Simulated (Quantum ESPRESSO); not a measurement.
pw.x input (Quantum ESPRESSO 7.5; LDA, PseudoDojo standard norm-conserving files, scalar-relativistic):

```
&CONTROL
  calculation = 'scf'
  pseudo_dir = './pseudo'
  outdir = './out'
  tprnfor = .true.
  tstress = .true.
/
&SYSTEM
  ibrav = 0
  nat = 3
  ntyp = 2
  ecutwfc = 84.0
  ecutrho = 336.0
  occupations = 'smearing'
  smearing = 'fd'
  degauss = 0.002
  nbnd = 16
  assume_isolated = '2D'
/
&ELECTRONS
  conv_thr = 3e-10
/
ATOMIC_SPECIES
S 32.0600 S.upf
Ti 47.8670 Ti.upf
CELL_PARAMETERS angstrom
  3.315161039630   0.000000000000   0.000000000000
 -1.657580519815   2.871013677956   0.000000000000
  0.000000000000   0.000000000000  15.800000000000
ATOMIC_POSITIONS crystal
S   0.333333333000   0.666666667000  -0.089812665600
S   0.666666666333   0.333333333667   0.089812665600
Ti  -0.000000000000   0.000000000333   0.000000000000
K_POINTS automatic
9 9 1 0 0 0
```

End of the output:

```
     total energy              =    -163.21499107 Ry
     estimated scf accuracy    <       0.00000070 Ry
     total energy              =    -163.21499112 Ry
     estimated scf accuracy    <       0.00000003 Ry
     total energy              =    -163.21499113 Ry
     estimated scf accuracy    <          6.8E-09 Ry
[...]
     the Fermi energy is    -5.9292 ev
!    total energy              =    -163.21499113 Ry
     estimated scf accuracy    <          6.3E-11 Ry
     smearing contrib. (-TS)   =      -0.00019207 Ry
     internal energy E=F+TS    =    -163.21479906 Ry
     The total energy is F=E-TS. E is the sum of the following terms:
     one-electron contribution =   -1117.76084462 Ry
     hartree contribution      =     554.79650284 Ry
     xc contribution           =     -29.96159794 Ry
     ewald contribution        =     429.71114065 Ry
     convergence has been achieved in  12 iterations
     Forces acting on atoms (cartesian axes, Ry/au):
     atom    1 type  1   force =     0.00000000    0.00000000   -0.00000087
     atom    2 type  1   force =     0.00000000    0.00000000    0.00000087
     atom    3 type  2   force =     0.00000000    0.00000000    0.00000000
     Total force =     0.000001     Total SCF correction =     0.000017
     SCF correction compared to forces is large: reduce conv_thr to get better values
```

Geometry relaxed with LDA.
